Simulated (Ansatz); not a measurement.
The cell below belongs to a search over invented structures; it isn't taken from experiment.

Input and command of a plane-wave DFT calculation in Ansatz:

```yaml
crystal:
  lattice:
    - [3.4395779804, -5.0867306498, 0.0]
    - [3.4395779804, 5.0867306498, 0.0]
    - [0.0, 0.0, 2.7228018596]
  atoms:
    - { symbol: P, position: [0.8127164735, 0.8127164735, 0.5] }
    - { symbol: P, position: [0.1872835265, 0.1872835265, 0.5] }
    - { symbol: P, position: [0.6052030407, 0.3947969593, 0.0] }
    - { symbol: P, position: [0.3947969593, 0.6052030407, 0.0] }
    - { symbol: C, position: [0.0, 0.0, 0.0] }
basis:
  ecutwfc: 420
kpoints:
  mp_grid: { grid: [8, 8, 14] }
hamiltonian:
  xc: pbe
scf:
  occupations: { method: gaussian, width: 0.1 }
output:
  forces: true
  stress: true
  eigenvalues: true
relax:
  adjacent_minimum: "off"
  f_tol: 0.01
  max_steps: 80
  cell: { stress_tol: 0.05 }
```

```bash
ansatz run input.yaml --threads 1 --pin off --max-ram 2560MiB --backend cpu --events-out ev --progress --plain --runs-dir out
```

Processor: Intel(R) Xeon(R) Processor @ 2.70GHz, 1 thread, on a host shared with other jobs.

**Question.** How long does it run, and how much memory does it take?

**Answer.** About 2.1 min, peak memory 0.56 GiB. It solves 17 bands at 168 k points (after reduction by symmetry) with about 1855 plane waves (on the last cell), in 35 SCF iterations over 7 ionic steps.
